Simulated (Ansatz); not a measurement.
Relaxed candidate structures of SrZnAsF:

A. P4/nmm, origin choice 1 (No. 129), tP8; a = b = 4.0983 Å, c = 9.1229 Å, α = β = γ = 90.00°; Sr 2c (0.500, 0.000, 0.153); Zn 2b (0.500, 0.500, 0.500); As 2c (0.000, 0.500, 0.332); F 2a (0.000, 0.000, 0.000)

B. P4/mmm (No. 123), tP4; a = 5.2330 Å, b = 5.2330 Å, c = 4.4177 Å, α = 90.00°, β = 90.00°, γ = 90.00°; As 1c (0.500, 0.500, 0.000); F 1a (0.000, 0.000, 0.000); Sr 1b (0.000, 0.000, 0.500); Zn 1d (0.500, 0.500, 0.500)

Task: Order them by energy per atom (lowest first) at the level r2SCAN (plane waves to 500 eV, PAW, scalar-relativistic; Ansatz, an electronic-structure program).

Result: A (reference, the lowest among the structures calculated here), B (+0.83 eV/atom)

Task: Which candidates are metallic at this level, and what gaps do the others have?

Result: No gap: B. A: 1.07 eV (no spin-orbit coupling).

Each run could gain symmetry but not lose that of its start, so entries can be saddle points. From databases, or of a type measured for this composition: P4/nmm, tP8; the others are generated cells (placed on structure types, drawn at random, substituted or restacked) that were not matched to a known phase here. Static energies at zero pressure. No spin polarisation in the result.
